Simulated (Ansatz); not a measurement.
Relaxation of a relaxed Fe cell, doubled along one cell vector, shaken by Gaussian noise of σ = 0.08 Å a coordinate; 2 atoms in the cell, which starts as P-1 (No. 2), aP2; a = 2.481 Å, b = 2.481 Å, c = 4.052 Å, α = 90.00°, β = 90.00°, γ = 109.47°. The numbers are results of r2SCAN (plane waves to 500 eV, PAW, scalar-relativistic; Ansatz, a quantum-chemistry and plane-wave program), not measurements. Γ-centred k-mesh 16×16×8 on the run's cell (coarser than for final values), Fermi–Dirac smearing 0.05 eV. This is the first round of the run. Spin-polarised start, with parallel moments on Fe.

The optimiser's lines from the output (shortened; P is positive under compression):

```
relax step   1: F+E_penalty+E_count = -8971.67505972 eV  Δ(F+E_penalty+E_count) = +0.000e0 eV  max|allowed force component| = 9.980e-1 eV/Å  Δτ_max = 0.0000 Å  P = +1.976 GPa  Ω = 23.515 Å³  (14 SCF iters, dr2 threshold 1.00e-7 eV, accepted)
relax step   2: F+E_penalty+E_count = -8971.75354415 eV  Δ(F+E_penalty+E_count) = -7.848e-2 eV  max|allowed force component| = 5.312e-1 eV/Å  Δτ_max = 0.0587 Å  P = +0.617 GPa  Ω = 23.479 Å³  (11 SCF iters, dr2 threshold 2.00e-7 eV, accepted)
relax step   3: F+E_penalty+E_count = -8971.78032794 eV  Δ(F+E_penalty+E_count) = -2.678e-2 eV  max|allowed force component| = 3.469e-2 eV/Å  Δτ_max = 0.0613 Å  P = +1.306 GPa  Ω = 23.306 Å³  (11 SCF iters, dr2 threshold 2.00e-7 eV, accepted)
relax step   4: F+E_penalty+E_count = -8971.78233251 eV  Δ(F+E_penalty+E_count) = -2.005e-3 eV  max|allowed force component| = 2.846e-4 eV/Å  Δτ_max = 0.0057 Å  P = -0.152 GPa  Ω = 23.495 Å³  (10 SCF iters, dr2 threshold 2.00e-7 eV, accepted)
relax step   5: F+E_penalty+E_count = -8971.78256045 eV  Δ(F+E_penalty+E_count) = -2.279e-4 eV  max|allowed force component| = 1.044e-4 eV/Å  Δτ_max = 0.0000 Å  P = -0.013 GPa  Ω = 23.474 Å³  (7 SCF iters, dr2 threshold 2.00e-7 eV, accepted)
relax step   6: F+E_penalty+E_count = -8971.78257245 eV  Δ(F+E_penalty+E_count) = -1.200e-5 eV  max|allowed force component| = 9.306e-6 eV/Å  Δτ_max = 0.0000 Å  P = -0.002 GPa  Ω = 23.473 Å³  (7 SCF iters, dr2 threshold 8.16e-9 eV, accepted)
relax step   7: F+E_penalty+E_count = -8971.78251805 eV  Δ(F+E_penalty+E_count) = +5.440e-5 eV  max|allowed force component| = 9.170e-6 eV/Å  Δτ_max = 0.0000 Å  P = -0.006 GPa  Ω = 23.473 Å³  stress off target by 1.05e-2 GPa  SCF on the basis re-selected at this cell (its energy is not comparable with the rows above)  (11 SCF iters)
```

From the first to the last row the energy changes by -0.05 eV/atom and the volume by -0.2 %. The last row is marked as not comparable with the walk above it, whose basis was carried along; it does compare with step 1, since both stand on a basis selected at the nominal cutoff for their own cell.

Later rounds, restarted from the end of this one on a renewed k-mesh, logged 4 more steps and released under 0.01 eV/atom more. The final structure after all rounds: Im-3m (No. 229), cI2, bcc (W type); a = b = c = 2.8650 Å, α = β = γ = 90.00°. Spin state reached: ferromagnetic (net 2.64 μB/atom), from parallel starting moments; other spin orders were not run from this start. r2SCAN tends to overstate moments in metals.

The run could not lose the symmetry of its start.
